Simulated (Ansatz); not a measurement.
MoIr:
```cif
data_IrMo
_chemical_formula_sum 'Mo1 Ir1'
_space_group_name_H-M_alt 'P-6m2'
_space_group_IT_number 187
_space_group_name_Hall 'P -6 2'
_cell_length_a 2.73891
_cell_length_b 2.73891
_cell_length_c 4.40410
_cell_angle_alpha 90.000
_cell_angle_beta 90.000
_cell_angle_gamma 120.000
loop_
_atom_site_label
_atom_site_type_symbol
_atom_site_symmetry_multiplicity
_atom_site_Wyckoff_symbol
_atom_site_fract_x
_atom_site_fract_y
_atom_site_fract_z
_atom_site_occupancy
Mo1 Mo 1 a 0.00000 0.00000 0.00000 1
Ir1 Ir 1 d 0.33333 0.66667 0.50000 1
```

Relaxed at zero pressure with the program Ansatz at the LDA level (PAW).

The volume is lowered by 3 % and shape and atoms relax at that volume. What pressure results, and how do the axes share the change?

11.4 GPa; a -1.0 %, b -1.0 %, c -0.9 %; the energy rises by 15 meV/atom.

Give the new structure.


Space group P-6m2 (No. 187); a = 2.710 Å, b = 2.710 Å, c = 4.363 Å, α = 90.00°, β = 90.00°, γ = 120.00°

```csv
atom,site,symmetry,x,y,z
Mo,1a,-6m2,0.0000,0.0000,0.0000
Ir,1d,-6m2,0.3333,0.6667,0.5000
```

The phase is kept; no other phase was compared at this pressure.

The workflow started from a Materials Project entry (that database holds measured and hypothetical structures alike); the Crystallography Open Database copy checked does not list it. COD files the formula under space group No. 51. With Mo and Ir taken as one species the cell has the higher symmetry P6_3/mmc, so it may be an ordered model of a mixed-site phase. Its standing as an ambient phase is unchecked. The cell was relaxed with LDA under the symmetry of its start; its stability against distortions is not shown here. The run is not spin-polarised. Axis ratios of metals converge slowly with the k-mesh, so a and c are less sure than the volume. Scalar-relativistic: spin–orbit coupling is off unless named, which matters more the heavier the elements.

Potentials: the later of the program's two PAW sets.
